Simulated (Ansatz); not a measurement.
AlP in space group P6_422 (No. 181; Al on 3c, P on 3d), DFT-PBE in the program Ansatz with PAW potentials, all energies at zero smearing, with the estimated change up to a 700 eV cutoff added, with one set of potentials and settings (totals compare only within such a set). Cell of 6 atoms (3 Al, 3 P): -3882.078 eV.

| element | reference phase | E (eV/atom) |
|---|---|---|
| Al | Fm-3m, 1 atoms in the cell | -537.5055 |
| P | Cmce, 4 atoms in the cell | -755.6733 |

Formation energy per atom, worked out: (-3882.078 − 3×(-537.5055) − 3×(-755.6733))/6 = -0.424 eV/atom (-41 kJ per mol of atoms), at 0 K, without zero-point energy or fitted corrections.

The start of the workflow was typed in or built on a structure type; neither database checked (COD, Materials Project) lists it. It is not the phase usual at ambient conditions (space group No. 216). The PBE relaxation kept the symmetry of its start; whether a distortion lowers the energy is not shown. The references are the lowest solids computed at this level, not always the standard phases.

Potentials: the earlier of the program's two PAW sets.
